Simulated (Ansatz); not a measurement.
## Optical constants of AlNi2

The calculation used DFT LDA, scalar-relativistic, plane waves, PAW in Ansatz. Plane waves to 420 eV; Γ-centred k mesh 12×12×8; Fermi-Dirac smearing of 0.15 eV. No spin polarisation.

The cell, relaxed at this level:
```
CELL_PARAMETERS angstrom
3.93632 0.00000 0.00000
-1.96816 3.40895 0.00000
0.00000 0.00000 4.85186
ATOMIC_POSITIONS crystal
Al 0.33333 0.66667 0.19238
Al 0.66667 0.33333 0.80762
Ni 0.33333 0.66667 0.68665
Ni 0.66667 0.33333 0.31335
Ni 0.00000 0.00000 0.50000
Ni 0.00000 0.00000 0.00000
```

In a metal these results depend on the k mesh and the smearing. Spin polarisation was left out, and a magnetic state may lie lower.

Independent-particle response (no local fields, no excitons) on a 18×18×12 mesh, broadened by 0.1 eV; the Drude term is undamped and its weight carries the smearing above, which sets much of it in a semimetal. The run couldn't bound its error over part or most of this range, so small peaks and near ties are unsure. Light polarised along y. ε₁ lacks the small share of bands above those solved.

(1) Tabulate ε₁ and ε₂ against photon energy.

(2) Where is the highest local maximum of ε₂ between 0.3 and 12 eV?

Results:

(1)
```
E (eV)        ε₁      ε₂
   0.1  -2902.97  123.49
   0.5   -131.38   59.63
   0.9    -35.63   24.55
   1.3    -15.95   20.33
   1.7     -8.36   15.29
   2.1     -5.51   12.98
   2.5     -3.92   10.23
   2.9     -2.51    7.93
   3.3     -0.79    6.34
   3.7      1.92    5.57
   4.1      3.05    6.74
   4.5      3.94    8.21
   4.9      2.00   10.52
   5.3      0.15    9.67
   5.7     -0.80    7.52
   6.1     -0.80    6.91
   6.5     -0.40    6.34
   6.9     -0.24    6.53
   7.3     -0.97    6.15
   7.7     -1.16    5.90
   8.1     -1.61    5.53
   8.5     -1.73    4.59
   8.9     -1.53    4.35
   9.3     -1.60    4.08
   9.7     -1.51    3.81
  10.1     -1.58    3.54
  10.5     -1.79    3.32
  10.9     -1.76    2.81
  11.3     -1.57    2.51
  11.7     -1.43    2.27
```

(2) At 4.9 eV, where ε₂ = 10.5.

Cost: 1 run of about 23 core-minutes, on Intel Xeon Platinum 8259CL (Skylake/Cascade Lake) (shared hosts).